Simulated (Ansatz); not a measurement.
Mg₂Sn (antifluorite type, space group Fm-3m)

```
Mg2Sn
1.0
    0.00000     3.40806     3.40806
    3.40806     0.00000     3.40806
    3.40806     3.40806     0.00000
Sn Mg
1 2
Direct
  0.00000   0.00000   0.00000
  0.25000   0.25000   0.25000
  0.75000   0.75000   0.75000
```

The relaxed cell is deformed in two ways at once: its volume V is scaled, and at that volume it is stretched along z (the c axis of the conventional cell) so that c/a changes. Fractional atomic positions are held.

Calculation: PBE (plane waves to 420 eV, PAW, scalar-relativistic; Ansatz, an electronic-structure program). k mesh 12×12×12 (Γ-centred), Fermi-Dirac smearing 0.05 eV. Stress and pressure are positive under compression. With partly filled bands, the response to shear is sensitive to the k mesh, so small differences along c/a are uncertain. At this level the bands of Mg2Sn touch or barely overlap; measurements give the solid a gap. Mg2Sn was relaxed with its symmetry unable to fall. The last digit holds for this mesh only.

Changes of σzz (GPa) from the point V/V₀ = 1.000, (c/a)/(c/a)₀ = 1.000 when one coordinate moves alone (two changes are said to add if the coupling is within 5 % of the smaller one, nearly so within 20 %):

```tsv
point	change
V/V₀ = 1.000, (c/a)/(c/a)₀ = 0.880	3.66
V/V₀ = 1.000, (c/a)/(c/a)₀ = 0.920	2.38
V/V₀ = 1.000, (c/a)/(c/a)₀ = 0.960	1.18
V/V₀ = 0.960, (c/a)/(c/a)₀ = 1.000	1.81
V/V₀ = 0.973, (c/a)/(c/a)₀ = 1.000	1.16
V/V₀ = 0.987, (c/a)/(c/a)₀ = 1.000	0.56
V/V₀ = 1.013, (c/a)/(c/a)₀ = 1.000	-0.52
V/V₀ = 1.027, (c/a)/(c/a)₀ = 1.000	-1.01
V/V₀ = 1.040, (c/a)/(c/a)₀ = 1.000	-1.46
V/V₀ = 1.000, (c/a)/(c/a)₀ = 1.040	-1.22
V/V₀ = 1.000, (c/a)/(c/a)₀ = 1.080	-2.44
V/V₀ = 1.000, (c/a)/(c/a)₀ = 1.120	-3.60
```

Q: Do the two effects add at V/V₀ = 1.027, (c/a)/(c/a)₀ = 0.880? Give the computed change.

A: The sum of the single changes is -1.01 + (3.66) = 2.65; the calculation gives 2.49, so the coupling contributes -0.16 (under 20 % of the smaller single change, nearly additive).

(Under strain, the slope of the energy per volume gives the stress and its curvature an elastic modulus.)
